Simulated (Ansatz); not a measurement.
Starting cell, Li (bcc, W type):

```yaml
crystal:
  lattice:
    - [-3.43479, 3.43479, 3.43479]
    - [1.71739, -1.71739, 1.71739]
    - [1.71739, 1.71739, -1.71739]
  atoms:
    - { symbol: Li, position: [0.00000, 0.00000, 0.00000] }
    - { symbol: Li, position: [0.50000, 0.00000, 0.00000] }
```

A phonon eigenvector at N = (0.5, 0.0, 0.0) is frozen into this cell: atom i moves by Q times the vector below, so Q is the largest atomic displacement, in Å. The cell is held. (q is in reciprocal vectors of the primitive cell; the cell shown is doubled to hold the pattern.)

```json
[
 {"atom": "Li1", "x": "1.000", "y": "0.000", "z": "0.000"},
 {"atom": "Li2", "x": "-1.000", "y": "0.000", "z": "0.000"}
]
```

All values below come from PBE (plane waves to 420 eV, PAW, scalar-relativistic; Ansatz, a quantum-chemistry and plane-wave program). k mesh 19×19×19 (Γ-centred), Fermi-Dirac smearing 0.05 eV. With partly filled bands, energies and forces of such displacements shift with the k mesh and the smearing. Li was relaxed with its symmetry unable to fall. The PAW data are Ansatz's earlier set.

At one point of the scan the forces (eV/Å) are:

```json
[
 {"atom": "Li1", "Fx": "0.085", "Fy": "0.000", "Fz": "0.000"},
 {"atom": "Li2", "Fx": "-0.085", "Fy": "0.000", "Fz": "0.000"}
]
```

### Question
Which point is it?
A) Q = -0.280 Å
B) Q = -0.093 Å
C) Q = -0.187 Å

### Answer
B, Q = -0.093 Å

(For displaced atoms, the force is minus the slope of the energy, and its curvature is a force constant, which sets phonon frequencies.)
